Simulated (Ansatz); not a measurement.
Computed with DFT PBE, scalar-relativistic, plane waves, PAW, and for the lanthanide a 4f-in-core norm-conserving potential, in Ansatz 0.2.0. Settings: cutoff 690 eV, Γ-centred meshes spaced at most about 0.3 Å⁻¹, and about 0.25 Å⁻¹ or finer for metals (2π included), Gaussian smearing. No spin polarisation in the final relaxations.

These are static total energies at zero pressure.

Compare these two cells of HoAs3Pd, each relaxed at this level.

A.

```yaml
crystal:
  lattice:
    - [4.87519, 0.00000, 0.00000]
    - [0.00000, 4.87519, 0.00000]
    - [0.00000, 0.00000, 4.87519]
  atoms:
    - { symbol: Ho, position: [0.00000, 0.00000, 0.00000] }
    - { symbol: As, position: [0.00000, 0.50000, 0.50000] }
    - { symbol: As, position: [0.50000, 0.00000, 0.50000] }
    - { symbol: As, position: [0.50000, 0.50000, 0.00000] }
    - { symbol: Pd, position: [0.50000, 0.50000, 0.50000] }
```

B.

```yaml
crystal:
  lattice:
    - [5.31609, 0.00000, 0.00000]
    - [0.00000, 5.31609, 0.00000]
    - [0.00000, 0.00000, 5.31609]
  atoms:
    - { symbol: Ho, position: [0.50000, 0.50000, 0.50000] }
    - { symbol: As, position: [0.50000, 0.00000, 0.50000] }
    - { symbol: As, position: [0.00000, 0.50000, 0.50000] }
    - { symbol: As, position: [0.50000, 0.50000, 0.00000] }
    - { symbol: Pd, position: [0.00000, 0.00000, 0.00000] }
```

Question: Which would you expect to be lower, and how large is the difference?

Answer: A is lower, by 0.74 eV/atom. A has the antiperovskite type, space group Pm-3m (No. 221), 23.2 Å³/atom and no gap on its mesh; B has the antiperovskite type, space group Pm-3m (No. 221), 30.0 Å³/atom and no gap. Counting As atoms around Ho and Pd (those within 1.25 times the shortest such distance or 1.15 times the sum of covalent radii, 1.27 where that leaves under three; the shortest distance is added where it exceeds 1.18 times the sum of covalent radii), A has Ho 12, Pd 6 and B has Ho 6, Pd 12 from 3.8 Å. The denser one is the lower, and pressure would at first widen the difference. Both come from invented guesses.

Cells relaxed within their symmetry can be saddle points.

The lanthanide is trivalent by construction, without f bands, f moments or other valences.
